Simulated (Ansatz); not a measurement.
GaN (wurtzite)

```yaml
crystal:
  lattice:
    - [3.21838, 0.00000, 0.00000]
    - [-1.60919, 2.78720, 0.00000]
    - [0.00000, 0.00000, 5.24320]
  atoms:
    - { symbol: Ga, position: [0.66667, 0.33333, 0.00096] }
    - { symbol: Ga, position: [0.33333, 0.66667, 0.50096] }
    - { symbol: N, position: [0.66667, 0.33333, 0.62424] }
    - { symbol: N, position: [0.33333, 0.66667, 0.12424] }
```

The volume is varied about the relaxed value V₀ at fixed cell shape. The atoms relax within the cell's symmetry.

Method: PBE (plane waves to 420 eV, PAW, scalar-relativistic; Ansatz, a program for electronic structure). k mesh 12×12×6 (Γ-centred), Fermi-Dirac smearing 0.05 eV. Energies are smeared free energies. Compression counts positive. With the shape held, the modulus is that of even scaling; a crystal free to change shape is softer. GaN was relaxed with its symmetry unable to fall. ΔE is measured from the relaxed starting cell.

| V (Å³/atom) | ΔE (meV/atom) |
|---|---|
| 11.053 | 25.5 |
| 11.170 | 17.4 |
| 11.288 | 10.9 |
| 11.405 | 6.0 |
| 11.523 | 2.6 |
| 11.641 | 0.7 |
| 11.758 | 0.0 |
| 11.876 | 0.6 |
| 11.993 | withheld |
| 12.111 | 5.4 |
| 12.229 | 9.4 |
| 12.346 | 14.5 |
| 12.464 | 20.5 |

Question: Fit a third-order Birch-Murnaghan form (E₀, V₀, B₀, B₀′ free) to the given rows and predict ΔE at V = 11.993.

Answer: Least squares on the 12 given rows: ΔE = E₀ + (9V₀B₀/16)·y²·[2 + (B₀′ − 4)y], y = (V₀/V)^(2/3) − 1, with V₀ = 11.758 Å³/atom, B₀ = 172.6 GPa (160.2 GPa = 1 eV/Å³; the term in eV is multiplied by 1000), B₀′ = 4.49, E₀ = -0.01 meV/atom; root-mean-square residual 0.03 meV/atom. At 11.993 the fit gives 2.4 meV/atom; the calculation gives 2.4 meV/atom, the same to the digits shown. For the pressure the fit gives -3.3 GPa against the computed -3.3 GPa.

(Under strain, the slope of the energy per volume gives the stress and its curvature an elastic modulus.)
